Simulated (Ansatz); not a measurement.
VN (rock salt, space group No. 225) under volume change, LDA in the plane-wave PAW code Ansatz, scaled uniformly.

```tsv
V (Å³/atom)	E − E(relaxed) (meV/atom)	P (GPa)
7.516	90.2	42.27
7.764	37.9	25.87
8.011	?	?
8.259	0.0	-0.03
8.507	8.1	-10.19
8.755	30.8	-18.85
9.002	?	?
```

Problem. Complete the blanks.

Solution. 
- 9.002, E − E(relaxed) (meV/atom): 65.8
- 9.002, P (GPa): -26.23
- 8.011, E − E(relaxed) (meV/atom): 8.9
- 8.011, P (GPa): 11.89

Problem. What does a third-order Birch–Murnaghan fit give for V₀, B₀ and B′?

Solution. V₀ = 8.26 Å³/atom, B₀ = 366 GPa, B′ = 4.3.

Space group Fm-3m (rock salt). The cell was relaxed with LDA under the symmetry of its start. The run is not spin-polarised.

Potentials: the earlier of the program's two PAW sets. The files were generated under PBE; for other functionals the program regenerates the frozen cores, and for LDA and PBEsol the local potential too.
